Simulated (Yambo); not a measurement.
**How GW settings move the gap: KTl₂GaF₆**

G0W0@PBEsol for KTl₂GaF₆ (space group Fm-3m, No. 225) in Yambo. Reference settings: 2×2×2 Γ-centred k mesh, 342 bands and a 8 Ry block in the screening, 342 bands in G with the Bruneval-Gonze terminator, plasmon pole fitted at 27.2 eV. The PBEsol gap X → X on this mesh is 4.47 eV; G0W0 gaps are taken between the same points.

```
change from the reference                      G0W0 gap X → X (eV)  shift of the valence edge (eV)        rough Yambo cost
---------------------------------------------  -------------------  ------------------------------  ----------------------
reference settings                                            7.12                           -1.86                       1
wavefunctions cut at 20 Ry                                    7.03                           -1.71               about 1/3
wavefunctions cut at 50 Ry                                    7.12                           -1.85               about 1/2
exchange cut at 40 Ry                                         7.05                           -1.77                       –
exchange cut at 5 Ry                                          4.65                            1.52                       –
89 bands in W, 89 bands in G, 2 Ry block                      7.68                           -2.17               about 1/7
89 bands in W, 89 bands in G, 6 Ry block                      7.28                           -1.60               about 1/6
134 bands in W, 134 bands in G, 3 Ry block                    7.32                           -1.89               about 1/4
134 bands in W, 134 bands in G, 5 Ry block                    7.18                           -1.71               about 1/4
134 bands in W, 134 bands in G, 6 Ry block                    7.17                           -1.69               about 1/3
193 bands in W, 193 bands in G, 3 Ry block                    7.26                           -1.95               about 1/3
267 bands in W, 267 bands in G, 2 Ry block                    7.42                           -2.27  within a factor of two
267 bands in W, 267 bands in G, 3 Ry block                    7.22                           -1.99  within a factor of two
134 bands in W, 134 bands in G, no terminator                 7.03                           -1.38               about 1/3
193 bands in W, 193 bands in G, no terminator                 7.02                           -1.52  within a factor of two
```

The reference isn't shown to be the converged limit. Costs are rough (shared machines), scaled to the same edge states, and given only for runs that recompute the screening.

Spin-orbit coupling is left out; with 6p states at a band edge it can lower the gap by many tenths of an eV, most of a small gap.

The standard potentials for Ga, Tl keep a d shell in the valence without the s and p states of that shell. In tests on such compounds this moved G0W0 gaps by up to about 0.9 eV, so absolute quasiparticle energies here are unreliable; differences between settings are what counts.

Geometry of the Materials Project entry, not relaxed at this level; primitive cell a = 6.326 Å, b = 6.326 Å, c = 6.326 Å, α = 60.00°, β = 60.00°, γ = 60.00°.

The structure is a Materials Project entry; no match was found in the copy of COD used, and its stability was not checked.

A shift is the quasiparticle energy of the state minus its PBEsol energy.
